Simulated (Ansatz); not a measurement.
TaW3:
```xyz
4
Lattice="0.0000 3.1583 3.1583 3.1583 0.0000 3.1583 3.1583 3.1583 0.0000" Properties=species:S:1:pos:R:3 pbc="T T T"
Ta     0.0000     0.0000     0.0000
W      1.5792     1.5792     1.5792
W      4.7375     4.7375     4.7375
W      3.1583     3.1583     3.1583
```

Relaxed with LDA. Special points in fractions of this cell's reciprocal vectors: Γ (0.000, 0.000, 0.000); X (0.500, 0.000, 0.500); U (0.625, 0.250, 0.625); K (0.375, 0.375, 0.750); L (0.500, 0.500, 0.500); W (0.500, 0.250, 0.750).

Problem. List the band energies nearest the Fermi level at these points for DFT-LDA in the program Ansatz with PAW potentials.

Solution. In eV from the Fermi level; about four levels below and three above (degenerate sets whole), none deeper than 8.9 eV; points with the same levels are listed once.

| k | below | above |
|---|---|---|
| Γ | -2.33 -2.33 -2.33 -0.56 -0.56 -0.56 | 2.76 2.76 3.69 3.69 |
| X | -2.48 -2.17 -0.08 -0.08 | 0.34 0.34 1.44 1.44 |
| U | -1.02 -0.96 -0.70 -0.22 | 0.88 1.07 1.47 |
| L | -2.56 -2.56 -2.19 -2.19 | 2.65 2.65 3.30 3.30 |
| W | -1.55 -1.55 -1.55 -1.17 | 1.51 1.73 1.73 |

Space group Fm-3m. The workflow started from a Materials Project entry (that database holds measured and hypothetical structures alike); the Crystallography Open Database copy checked does not list it. With Ta and W taken as one species the cell has the higher symmetry Im-3m, so it may be an ordered model of a mixed-site phase. Its standing as an ambient phase is unchecked. The cell was relaxed with LDA under the symmetry of its start; of distortions, only those at the zone centre were tested. The run is not spin-polarised. Scalar-relativistic: spin–orbit coupling is off unless named, which matters more the heavier the elements.

Potentials: the earlier of the program's two PAW sets.
